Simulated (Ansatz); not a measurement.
WS₂ (2H-MoS2 type, space group P6_3/mmc)

```
WS2
1.0
    3.15429     0.00000     0.00000
   -1.57715     2.73170     0.00000
    0.00000     0.00000    12.14086
W S
2 4
Cartesian
  0.00000   1.82113   3.03522
  1.57715   0.91057   9.10565
  0.00000   1.82113   7.53098
  1.57715   0.91057   1.46054
  1.57715   0.91057   4.60989
  0.00000   1.82113  10.68032
```

E(V) scan at fixed shape, V₀ the volume above. The atoms relax within the cell's symmetry.

These are PBE-D3(BJ) (plane waves to 420 eV, PAW, scalar-relativistic; Ansatz, a quantum-chemistry and plane-wave program) values and carry that method's errors. k mesh 12×12×3 (Γ-centred), Fermi-Dirac smearing 0.05 eV. Stress and pressure are positive under compression. Spin-orbit coupling is left out, though W is heavy. The PAW data are Ansatz's earlier set. WS2 is run without spin polarisation. WS2 was relaxed with its symmetry unable to fall.

At one point of the scan the stress tensor (GPa) is:

```
  -2.39     0.00     0.00
   0.00    -2.39     0.00
   0.00     0.00    -0.58
```

### Question
Which point is it?
A) V/V₀ = 1.012
B) V/V₀ = 1.048
C) V/V₀ = 1.024
D) V/V₀ = 1.060

### Answer
C, V/V₀ = 1.024

(Under strain, the slope of the energy per volume gives the stress and its curvature an elastic modulus.)
